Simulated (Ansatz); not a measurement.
The relaxation started from an entry of Materials Project.

A relaxed cell of SnICl (Pnma (No. 62)), relaxed on a k-mesh at least as fine as the one used below. Calculation: r2SCAN (plane waves to 500 eV, PAW, scalar-relativistic; Ansatz, a quantum-chemistry and plane-wave program). Γ-centred k-mesh 2×4×2 on the run's cell (coarser than for final values), Fermi–Dirac smearing 0.05 eV.

```xyz
12
Lattice="8.8336 0.0000 0.0000 0.0000 4.3993 0.0000 0.0000 0.0000 10.4850" Properties=species:S:1:pos:R:3 pbc="T T T"
Sn     1.1058     3.2995     3.6624
Sn     7.7278     1.0998     6.8226
Sn     3.3110     1.0998     8.9049
Sn     5.5226     3.2995     1.5801
I      4.3961     3.2995     7.0642
I      4.4375     1.0998     3.4208
I      0.0207     1.0998     1.8217
I      8.8129     3.2995     8.6633
Cl     1.2572     1.0998     5.7732
Cl     7.5764     3.2995     4.7118
Cl     3.1596     3.2995     0.5307
Cl     5.6740     1.0998     9.9543
```

The atoms are displaced by (Å):

```csv
atom,ux,uy,uz
Sn1,-0.004,-0.075,0.086
Sn2,-0.049,0.089,0.034
Sn3,0.034,0.000,-0.040
Sn4,-0.121,-0.034,0.228
I5,0.011,-0.032,0.043
I6,0.113,-0.115,0.060
I7,-0.009,0.037,-0.062
I8,-0.125,0.011,-0.143
Cl9,-0.013,-0.031,0.050
Cl10,-0.031,0.008,0.117
Cl11,0.071,0.113,0.163
Cl12,0.116,0.008,-0.050
```

Q: What forces (eV/Å) and pressure result?

A: 
| atom | Fx | Fy | Fz |
|---|---|---|---|
| Sn1 | -0.40 | 0.03 | -0.29 |
| Sn2 | -0.43 | -0.17 | -0.33 |
| Sn3 | 0.49 | -0.05 | 0.44 |
| Sn4 | 1.41 | -0.28 | -0.86 |
| I5 | -0.04 | 0.12 | -0.18 |
| I6 | -0.64 | 0.46 | 1.00 |
| I7 | 0.19 | -0.09 | 0.47 |
| I8 | 0.51 | 0.15 | 0.75 |
| Cl9 | 0.09 | 0.12 | -0.11 |
| Cl10 | 0.24 | -0.07 | -0.41 |
| Cl11 | -0.78 | -0.19 | -0.42 |
| Cl12 | -0.67 | -0.01 | -0.08 |

Pressure +0.9 GPa.

Q: Estimate the energy cost of the displacement in the harmonic approximation and compare with the calculation.

A: For a harmonic well ΔE = −½ Σ F·u = 0.477 eV a cell, or 40 meV/atom. The calculated energy relative to the undisplaced cell is +39 meV/atom, so the harmonic estimate holds well.

No spin polarisation in the result.

The run that gave the undisplaced cell could not lose the symmetry of its start; a randomly shaken copy of 12 atoms returns to this structure.
